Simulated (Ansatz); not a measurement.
**Electric field gradients in Sn3O**

Level of theory: DFT PBEsol, scalar-relativistic, plane waves, PAW (Ansatz). Settings: 420 eV plane-wave cutoff, Γ-centred 6×6×6 mesh, Fermi-Dirac smearing of 0.15 eV. No spin polarisation.

Relaxed structure:
```yaml
crystal:
  lattice:
    - [5.77467, 0.00000, 0.00000]
    - [-2.88734, 5.00101, 0.00000]
    - [0.00000, 0.00000, 5.99794]
  atoms:
    - { symbol: Sn, position: [0.32984, 0.00000, 0.00000] }
    - { symbol: Sn, position: [0.32984, 0.32984, 0.50000] }
    - { symbol: Sn, position: [0.00000, 0.32984, 0.00000] }
    - { symbol: Sn, position: [0.67016, 0.00000, 0.50000] }
    - { symbol: Sn, position: [0.67016, 0.67016, 0.00000] }
    - { symbol: Sn, position: [0.00000, 0.67016, 0.50000] }
    - { symbol: O, position: [0.33333, 0.66667, 0.25000] }
    - { symbol: O, position: [0.66667, 0.33333, 0.75000] }
```

The cell was built by swapping an element in a database structure (itself possibly hypothetical) and relaxing; it need not be the stable form of this composition. In a metal these results depend on the k mesh and the smearing. A semilocal functional can close a gap that the real compound has. Spin–orbit coupling is left out, which matters for gradients at heavy nuclei.

Question: Give V_zz (10²¹ V/m²) and the asymmetry η at each distinct site.

Answer:
```tsv
atom	V_zz	η
Sn (atom 1)	12.69	0.59
O (atom 7)	0.212	0.00
```

Cost: 1 run of about 0.35 core-minutes, on Intel Xeon Platinum 8375C (Ice Lake) (shared hosts).